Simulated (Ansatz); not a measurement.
## Quadrupolar parameters in Na8MgMn2O8

The cell is a Materials Project structure (computed, not necessarily an observed phase), taken as it stands.

```
Na Mg Mn O
1.0
     5.89579    0.00000    0.00000
     1.96759    5.59153    0.00000
     1.96638    2.23238    8.28979
Na Mg Mn O
8 1 2 8
Direct
  0.99786 0.45218 0.13244
  0.48156 0.94622 0.17205
  0.47764 0.36505 0.30695
  0.01172 0.79397 0.37001
  0.96266 0.31443 0.53460
  0.36262 0.05856 0.68167
  0.02396 0.60040 0.76365
  0.56313 0.24386 0.85264
  0.56923 0.63142 0.96070
  0.46332 0.67464 0.52033
  0.99288 0.99750 0.01303
  0.71122 0.26136 0.07419
  0.25108 0.70968 0.10524
  0.23173 0.99034 0.46460
  0.72859 0.58440 0.35882
  0.27179 0.46829 0.54081
  0.59749 0.64536 0.72466
  0.19593 0.20078 0.92589
  0.79713 0.83047 0.95284
```

Atom numbers follow the list; atoms alike are taken as one site, whose name carries the number of the first.

The numbers come from a DFT calculation in Ansatz (PBE, plane waves and PAW, scalar-relativistic, collinear spin, 420 eV cutoff, Γ-centred 4×4×3 k-points, Fermi–Dirac smearing 0.02 eV). Start moments as typed (μB): 4 on each Mn, none on the rest.

V_zz is the principal component of the electric field gradient with the largest magnitude, η = (V_xx − V_yy)/V_zz and C_Q = eQV_zz/h.

²³Na: I = 3/2, Q = 104.0 mb; ²⁵Mg: I = 5/2, Q = 199.4 mb; ⁵⁵Mn: I = 5/2, Q = 330.0 mb; ¹⁷O: I = 5/2, Q = -25.58 mb. Quadrupole moments are those of Pyykkö's year-2017 table.

| site | atoms (order as listed) | first shell | V_zz (10²¹ V/m²) | η | C_Q (MHz) |
| --- | --- | --- | --- | --- | --- |
| Na1 | 1 | 5 O at 2.40–2.55 Å | 1.20 | 0.57 | 3.02 |
| Na2 | 2 | 6 O at 2.46–2.78 Å; also 2 Na at 2.85–3.06 Å | 0.55 | 0.71 | 1.39 |
| Na3 | 3 | 4 O at 2.30–2.47 Å; also 1 O at 2.88 Å | -2.11 | 0.35 | -5.31 |
| Na4 | 4 | 4 O at 2.36–2.54 Å; also 1 Na at 2.84 Å | -1.77 | 0.26 | -4.46 |
| Na5 | 5 | 3 O at 2.19–2.31 Å; also 1 O at 2.99 Å | -2.21 | 0.84 | -5.55 |
| Na6 | 6 | 4 O at 2.30–2.44 Å; also 1 Na at 2.70 Å | 2.66 | 0.59 | 6.68 |
| Na7 | 7 | 4 O at 2.35–2.53 Å; also 1 O at 3.23 Å | -1.72 | 0.75 | -4.33 |
| Na8 | 8 | 4 O at 2.19–2.37 Å; also 1 O at 3.25 Å | 2.15 | 0.31 | 5.39 |
| Mg | 9 | 4 O at 2.02–2.07 Å; also 1 O at 3.32 Å | -1.24 | 0.43 | -5.99 |
| Mn10 | 10 | 4 O at 1.87–2.06 Å | 6.52 | 0.98 | 52.0 |
| Mn11 | 11 | 4 O at 1.86–1.99 Å | 4.38 | 0.59 | 34.9 |
| O12 | 12 | 1 Mn at 1.97 Å, 1 Mg at 2.07 Å, 4 Na at 2.33–2.53 Å | 4.45 | 0.86 | -2.75 |
| O13 | 13 | 1 Mn at 1.96 Å, 1 Mg at 2.02 Å, 4 Na at 2.40–2.54 Å | 4.38 | 0.95 | -2.71 |
| O14 | 14 | 1 Mn at 1.91 Å, 3 Na at 2.21–2.41 Å; also 3 Na at 2.71–3.23 Å | 3.84 | 0.64 | -2.38 |
| O15 | 15 | 1 Mn at 1.92 Å, 5 Na at 2.19–2.49 Å | 3.75 | 0.75 | -2.32 |
| O16 | 16 | 1 Mn at 1.87 Å, 5 Na at 2.30–2.36 Å | 6.32 | 0.26 | -3.91 |
| O17 | 17 | 1 Mg at 2.03 Å, 1 Mn at 2.06 Å, 3 Na at 2.34–2.53 Å | 2.52 | 0.11 | -1.56 |
| O18 | 18 | 1 Mn at 1.86 Å, 4 Na at 2.19–2.55 Å; also 1 Na at 2.78 Å | -4.74 | 0.88 | 2.93 |
| O19 | 19 | 1 Mn at 1.99 Å, 1 Mg at 2.04 Å, 4 Na at 2.37–2.46 Å | 4.05 | 0.92 | -2.50 |

At O16 V_zz points along its shortest bond, to Mn (within 9°). At O17 V_zz points along its one bond to Mg (within 10°).

The largest force is 0.7 eV/Å, so the atoms aren't at the calculated equilibrium and relaxing them would move these values. The moments were started parallel, and the run ended with some of them reversed. The program didn't check the stability of this electronic state in full, so a lower one may lie near. With a gap of 0.16 eV under a smearing of 0.02 eV the band edges are partly filled, so small gradients can hang on the smearing and the k-mesh. The magnetic order is the one that the run reached from its start moments, not necessarily the measured one. Where η is near 1 the sign of V_zz means little.

The run took 5.8 min of wall time (11 min of CPU time) and 1.7 GiB at its peak, on 2 threads of Intel Xeon Processor @ 2.50GHz (Skylake/Cascade Lake) (x86_64; 62 cores open to the job, memory cap 5.0 GiB, no GPU), a shared host with a load of 0.9 a core.
